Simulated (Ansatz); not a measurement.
Al2Cu in space group I4/mcm (No. 140; Cu on 4a, Al on 8h) at seven volumes, plane-wave PAW r²SCAN (Ansatz code), shape and atoms relaxed at each. One row is withheld.

| V (Å³/atom) | P (GPa) |
|---|---|
| 13.106 | 13.28 |
| 13.538 | 8.12 |
| 13.970 | 3.73 |
| 14.402 | 0.01 |
| 14.834 | -3.14 |
| 15.266 | ? |
| 15.698 | -8.04 |

Question: Fit the shown pressures and predict the withheld one.

Answer: P = (3/2)B₀(x^(7/2) − x^(5/2))[1 + (3/4)(B′ − 4)(x − 1)] with x = (V₀/V)^(2/3). Least squares on the six rows gives V₀ = 14.404 Å³/atom, B₀ = 114 GPa, B′ = 4.53. At V = 15.266, x = 0.9620 and P = -5.81 GPa. The run itself gave -5.80 GPa.

Symmetry was held in the r²SCAN relaxation. The run is not spin-polarised.

Potentials: the earlier of the program's two PAW sets.
